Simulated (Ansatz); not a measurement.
MnO (rock salt)

```xyz
2
Lattice="0.0000 2.2202 2.2202 2.2202 0.0000 2.2202 2.2202 2.2202 0.0000" Properties=species:S:1:pos:R:3 pbc="T T T"
O      0.0000     0.0000     0.0000
Mn     2.2202     2.2202     2.2202
```

The volume is varied about the relaxed value V₀ at fixed cell shape. Symmetry pins the atoms to their sites.

Calculation: PBE (plane waves to 420 eV, PAW, scalar-relativistic; Ansatz, an electronic-structure program). k mesh 18×18×18 (Γ-centred), Fermi-Dirac smearing 0.05 eV. E stands for the smeared free energy. Stress and pressure are positive under compression. MnO is run spin-polarised and with no Hubbard U; the real compound is an antiferromagnetic insulator, a state that this run doesn't describe. MnO was relaxed with its symmetry unable to fall. Relaxed MnO ends ferromagnetic. The magnetic order is the one the run started from; other orders were not tried. The zero of ΔE is the relaxed starting cell.

```csv
V (Å³/atom),moment (μB/cell),P (GPa),ΔE (meV/atom)
9.193,4.16,25.2,121
9.485,4.29,19.6,[?]
9.777,4.39,14.4,49
10.069,4.50,10.3,27
10.361,4.60,6.6,12
10.653,4.68,3.2,3
10.945,4.75,0.0,0
11.237,4.82,-2.7,2
11.528,4.87,-5.2,10
11.820,4.91,-7.5,21
12.112,4.95,-9.6,37
12.404,4.97,-11.6,56
12.696,4.99,-13.5,[?]
```

Problem. Some entries are withheld; supply them.

Solution. 
- 9.485, ΔE (meV/atom): 80
- 12.696, ΔE (meV/atom): 79

(A scan under strain: stresses follow from slopes of the energy per volume, elastic moduli from its curvatures.)
